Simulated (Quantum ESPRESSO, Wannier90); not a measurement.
**Wannier functions of LiNbF6 (R-3)**

Materials Project entry mp-1078799; symmetrised, unrelaxed at this level. Not found in the COD (Crystallography Open Database) copy used; not checked further. Level: PBEsol, spinors with spin-orbit coupling; pw.x of Quantum ESPRESSO at 68 Ry with PseudoDojo potentials, 4×4×4 k-points, Wannier90. Density: 8×8×8 mesh, Gaussian smearing 0.01 Ry.

On the energy scale of pw.x, whose zero is arbitrary, the valence-band maximum lies at 0.32 eV.

Input w.win:

```
num_bands = 80
num_wann = 46
exclude_bands = 1-22
spinors = true
num_iter = 1000
conv_tol = 1.0e-6
conv_window = 4
dis_num_iter = 1000
dis_conv_tol = 1.0e-6
dis_froz_max = 7.10
write_hr = true
write_u_matrices = true
begin projections
f=-0.00674,-0.00337,0.01035: d
f=0.36429,-0.24911,-0.23521: p
f=-0.36280,0.24794,0.23498: p
f=-0.24098,0.12235,-0.25235: p
f=0.24859,-0.12485,0.23419: p
f=0.12309,0.35576,-0.23685: p
f=-0.11944,-0.35928,0.24036: p
end projections
begin unit_cell_cart
ang
   -2.5573151059    4.4293996943    0.0000000000
   -5.1146302118    0.0000000000    0.0000000000
   -2.5573151059    1.4764665648    4.5570030000
end unit_cell_cart
begin atoms_frac
Li   0.5000000000  0.5000000000  0.5000000000
Nb   0.0000000000  0.0000000000  0.0000000000
F    0.3635500000 -0.2467530000 -0.2449470000
F   -0.3635500000  0.2467530000  0.2449470000
F   -0.2467530000  0.1281500000 -0.2449470000
F    0.2467530000 -0.1281500000  0.2449470000
F    0.1281500000  0.3635500000 -0.2449470000
F   -0.1281500000 -0.3635500000  0.2449470000
end atoms_frac
mp_grid = 4 4 4
begin kpoints
0.0000000000 0.0000000000 0.0000000000
0.0000000000 0.0000000000 0.2500000000
0.0000000000 0.0000000000 0.5000000000
... (61 more lines: the 4x4x4 mesh through Gamma)
end kpoints
```

Input of pw2wannier90.x that gives the overlap and projection files (equivalent; here they were cut from one run over all bands):

```
&inputpp
  outdir = './out'
  prefix = 'pwscf'
  seedname = 'w'
  write_amn = .true.
  write_mmn = .true.
/
```

Output w.wout (banner and timings cut):

```
 Starting a new Wannier90 calculation ...

 Reading overlaps from w.mmn

 Reading projections from w.amn

 *------------------------------- DISENTANGLE --------------------------------*
 +----------------------------------------------------------------------------+
 |                              Energy  Windows                               |
 |                              ---------------                               |
 |                   Outer:   -3.40052  to   23.80752  (eV)                   |
 |                   Inner:   -3.40052  to    7.10000  (eV)                   |
 +----------------------------------------------------------------------------+
   Number of target bands to extract:   46

                   Unitarised projection of Wannier functions
                   ------------------------------------------
   A_mn = <psi_m|g_n> --> S = A.A^+ --> U = S^-1/2.A
   In dis_project... done
   Using an inner window (linner = T)
   In dis_proj_froz... done

                   Extraction of optimally-connected subspace
                   ------------------------------------------
 +---------------------------------------------------------------------+<-- DIS
 |  Iter     Omega_I(i-1)      Omega_I(i)      Delta (frac.)           |<-- DIS
 +---------------------------------------------------------------------+<-- DIS
       1      28.86932859      28.64236589       7.924E-03    <-- DIS
       2      28.75861713      28.54834400       7.366E-03    <-- DIS
       3      28.65021386      28.47505361       6.151E-03    <-- DIS
       4      28.56093250      28.41739825       5.051E-03    <-- DIS
       5      28.48856306      28.37185190       4.114E-03    <-- DIS
       6      28.43036923      28.33575807       3.339E-03    <-- DIS
       ... (lines left out)
      63      28.18994493      28.18991943       9.047E-07    <-- DIS
      64      28.18993977      28.18991673       8.175E-07    <-- DIS
      65      28.18993507      28.18991424       7.392E-07    <-- DIS

             <<<      Delta < 1.000E-06  over  3 iterations     >>>
             <<< Disentanglement convergence criteria satisfied >>>

        Final Omega_I    28.18991424 (Ang^2)

 +----------------------------------------------------------------------------+

 Writing checkpoint file w.chk... done

 *------------------------------- WANNIERISE ---------------------------------*
 +--------------------------------------------------------------------+<-- CONV
 | Iter  Delta Spread     RMS Gradient      Spread (Ang^2)            |<-- CONV
 +--------------------------------------------------------------------+<-- CONV

 ------------------------------------------------------------------------------
 Initial State
  WF centre and spread    1  ( -0.000080, -0.000046,  0.000552 )     1.02937703
  WF centre and spread    2  ( -0.000080, -0.000046,  0.000552 )     1.02937703
  WF centre and spread    3  ( -0.000679,  0.000122, -0.000762 )     0.92942435
  WF centre and spread    4  ( -0.000679,  0.000122, -0.000762 )     0.92942435
  WF centre and spread    5  ( -0.000176,  0.000265, -0.000549 )     0.92850886
  WF centre and spread    6  ( -0.000176,  0.000265, -0.000549 )     0.92850887
  WF centre and spread    7  ( -0.000439, -0.000313, -0.000233 )     0.97898873
  WF centre and spread    8  ( -0.000439, -0.000313, -0.000233 )     0.97898873
  WF centre and spread    9  (  0.000405,  0.000064, -0.000049 )     0.97905282
  WF centre and spread   10  (  0.000405,  0.000064, -0.000049 )     0.97905283
  WF centre and spread   11  (  0.956497,  1.237671, -1.131125 )     0.51989725
  WF centre and spread   12  (  0.956497,  1.237671, -1.131125 )     0.51989725
  WF centre and spread   13  (  0.974056,  1.237766, -1.111408 )     0.52229592
  WF centre and spread   14  (  0.974056,  1.237766, -1.111408 )     0.52229592
  WF centre and spread   15  (  0.954211,  1.265658, -1.108142 )     0.51850343
  WF centre and spread   16  (  0.954211,  1.265658, -1.108142 )     0.51850343
  WF centre and spread   17  ( -0.956577, -1.237723,  1.131292 )     0.52103543
  WF centre and spread   18  ( -0.956577, -1.237723,  1.131292 )     0.52103543
  WF centre and spread   19  ( -0.974123, -1.238081,  1.111675 )     0.52327085
  WF centre and spread   20  ( -0.974123, -1.238081,  1.111675 )     0.52327085
  WF centre and spread   21  ( -0.954350, -1.265867,  1.108251 )     0.51954859
  WF centre and spread   22  ( -0.954350, -1.265867,  1.108251 )     0.51954859
  WF centre and spread   23  (  0.593725, -1.447220, -1.131795 )     0.52115848
  WF centre and spread   24  (  0.593725, -1.447220, -1.131795 )     0.52115848
  WF centre and spread   25  (  0.610709, -1.445527, -1.108891 )     0.51712958
  WF centre and spread   26  (  0.610709, -1.445527, -1.108891 )     0.51712958
  WF centre and spread   27  (  0.593531, -1.476226, -1.111402 )     0.52492576
  WF centre and spread   28  (  0.593531, -1.476226, -1.111402 )     0.52492576
  WF centre and spread   29  ( -0.593508,  1.447117,  1.131189 )     0.52038891
  WF centre and spread   30  ( -0.593508,  1.447117,  1.131189 )     0.52038891
  WF centre and spread   31  ( -0.610491,  1.445641,  1.108779 )     0.51618971
  WF centre and spread   32  ( -0.610491,  1.445641,  1.108779 )     0.51618971
  WF centre and spread   33  ( -0.593484,  1.476619,  1.111058 )     0.52503805
  WF centre and spread   34  ( -0.593484,  1.476619,  1.111058 )     0.52503805
  WF centre and spread   35  ( -1.549839,  0.209554, -1.130977 )     0.52001536
  WF centre and spread   36  ( -1.549839,  0.209554, -1.130977 )     0.52001536
  WF centre and spread   37  ( -1.581442,  0.208623, -1.109011 )     0.52358084
  WF centre and spread   38  ( -1.581442,  0.208623, -1.109011 )     0.52358083
  WF centre and spread   39  ( -1.549838,  0.209565, -1.110334 )     0.51726642
  WF centre and spread   40  ( -1.549838,  0.209565, -1.110334 )     0.51726642
  WF centre and spread   41  (  1.550076, -0.209451,  1.131409 )     0.52073479
  WF centre and spread   42  (  1.550076, -0.209451,  1.131409 )     0.52073479
  WF centre and spread   43  (  1.582160, -0.208517,  1.109638 )     0.52356201
  WF centre and spread   44  (  1.582160, -0.208517,  1.109638 )     0.52356201
  WF centre and spread   45  (  1.550134, -0.209630,  1.110572 )     0.51868010
  WF centre and spread   46  (  1.550134, -0.209630,  1.110572 )     0.51868010
  Sum of centres and spreads (  0.000953,  0.000129, -0.000522 )    28.43714656

      0     0.284E+02     0.0000000000       28.4371465647  <-- CONV
        O_D=      0.0002033 O_OD=      0.2470291 O_TOT=     28.4371466 <-- SPRD
 ------------------------------------------------------------------------------
      1    -0.426E-01     0.1967614673       28.3945119699  <-- CONV
        O_D=      0.0001270 O_OD=      0.2044707 O_TOT=     28.3945120 <-- SPRD
      2    -0.103E-01     0.1141405317       28.3842244134  <-- CONV
        O_D=      0.0000905 O_OD=      0.1942197 O_TOT=     28.3842244 <-- SPRD
      3    -0.613E-02     0.0973057883       28.3780925846  <-- CONV
        O_D=      0.0000677 O_OD=      0.1881106 O_TOT=     28.3780926 <-- SPRD
      4    -0.356E-02     0.0823184116       28.3745331638  <-- CONV
        O_D=      0.0000715 O_OD=      0.1845474 O_TOT=     28.3745332 <-- SPRD
      5    -0.142E-02     0.0544244034       28.3731166462  <-- CONV
        O_D=      0.0000593 O_OD=      0.1831431 O_TOT=     28.3731166 <-- SPRD
       ... (lines left out)
     18    -0.399E-06     0.0008439223       28.3718563077  <-- CONV
        O_D=      0.0000539 O_OD=      0.1818882 O_TOT=     28.3718563 <-- SPRD
     19    -0.251E-06     0.0007980945       28.3718560568  <-- CONV
        O_D=      0.0000539 O_OD=      0.1818880 O_TOT=     28.3718561 <-- SPRD
     20    -0.254E-06     0.0006036385       28.3718558024  <-- CONV
        O_D=      0.0000539 O_OD=      0.1818877 O_TOT=     28.3718558 <-- SPRD
             <<<     Delta < 1.000E-06  over  4 iterations     >>>
             <<< Wannierisation convergence criteria satisfied >>>
 Final State
  WF centre and spread    1  (  0.000001, -0.000001,  0.000008 )     1.02555477
  WF centre and spread    2  (  0.000001, -0.000001,  0.000008 )     1.02555477
  WF centre and spread    3  (  0.000089, -0.000115, -0.000205 )     0.92482967
  WF centre and spread    4  (  0.000089, -0.000115, -0.000205 )     0.92482967
  WF centre and spread    5  ( -0.000295,  0.000234, -0.000290 )     0.92487039
  WF centre and spread    6  ( -0.000295,  0.000234, -0.000290 )     0.92487039
  WF centre and spread    7  ( -0.000122, -0.000151,  0.000136 )     0.97401434
  WF centre and spread    8  ( -0.000122, -0.000151,  0.000136 )     0.97401434
  WF centre and spread    9  (  0.000338,  0.000090,  0.000224 )     0.97400410
  WF centre and spread   10  (  0.000338,  0.000090,  0.000224 )     0.97400411
  WF centre and spread   11  (  0.956652,  1.237693, -1.131694 )     0.51991680
  WF centre and spread   12  (  0.956652,  1.237693, -1.131694 )     0.51991680
  WF centre and spread   13  (  0.974381,  1.237864, -1.111782 )     0.52232839
  WF centre and spread   14  (  0.974381,  1.237864, -1.111782 )     0.52232839
  WF centre and spread   15  (  0.954327,  1.265786, -1.108370 )     0.51811861
  WF centre and spread   16  (  0.954327,  1.265786, -1.108370 )     0.51811861
  WF centre and spread   17  ( -0.956641, -1.237691,  1.131560 )     0.52008108
  WF centre and spread   18  ( -0.956641, -1.237691,  1.131560 )     0.52008108
  WF centre and spread   19  ( -0.974331, -1.237899,  1.111800 )     0.52233146
  WF centre and spread   20  ( -0.974331, -1.237899,  1.111800 )     0.52233146
  WF centre and spread   21  ( -0.954372, -1.265743,  1.108401 )     0.51806310
  WF centre and spread   22  ( -0.954372, -1.265743,  1.108401 )     0.51806310
  WF centre and spread   23  (  0.593554, -1.447291, -1.131640 )     0.51973792
  WF centre and spread   24  (  0.593554, -1.447291, -1.131640 )     0.51973792
  WF centre and spread   25  (  0.610557, -1.445607, -1.108870 )     0.51576635
  WF centre and spread   26  (  0.610557, -1.445607, -1.108870 )     0.51576635
  WF centre and spread   27  (  0.593357, -1.476589, -1.111296 )     0.52465494
  WF centre and spread   28  (  0.593357, -1.476589, -1.111296 )     0.52465494
  WF centre and spread   29  ( -0.593525,  1.447321,  1.131600 )     0.52008932
  WF centre and spread   30  ( -0.593525,  1.447321,  1.131600 )     0.52008932
  WF centre and spread   31  ( -0.610571,  1.445640,  1.108853 )     0.51577004
  WF centre and spread   32  ( -0.610571,  1.445640,  1.108853 )     0.51577003
  WF centre and spread   33  ( -0.593360,  1.476603,  1.111218 )     0.52433674
  WF centre and spread   34  ( -0.593360,  1.476603,  1.111218 )     0.52433674
  WF centre and spread   35  ( -1.550151,  0.209627, -1.131581 )     0.52005357
  WF centre and spread   36  ( -1.550151,  0.209627, -1.131581 )     0.52005357
  WF centre and spread   37  ( -1.582412,  0.208768, -1.109536 )     0.52269804
  WF centre and spread   38  ( -1.582412,  0.208768, -1.109536 )     0.52269804
  WF centre and spread   39  ( -1.550132,  0.209703, -1.110577 )     0.51793597
  WF centre and spread   40  ( -1.550132,  0.209703, -1.110577 )     0.51793597
  WF centre and spread   41  (  1.550142, -0.209610,  1.131474 )     0.52010035
  WF centre and spread   42  (  1.550142, -0.209610,  1.131474 )     0.52010035
  WF centre and spread   43  (  1.582387, -0.208749,  1.109601 )     0.52272151
  WF centre and spread   44  (  1.582387, -0.208749,  1.109601 )     0.52272151
  WF centre and spread   45  (  1.550133, -0.209731,  1.110585 )     0.51795044
  WF centre and spread   46  (  1.550133, -0.209731,  1.110585 )     0.51795044
  Sum of centres and spreads (  0.000006,  0.000303, -0.000760 )    28.37185580

         Spreads (Ang^2)       Omega I      =    28.189914237
        ================       Omega D      =     0.000053869
                               Omega OD     =     0.181887697
    Final Spread (Ang^2)       Omega Total  =    28.371855802
```
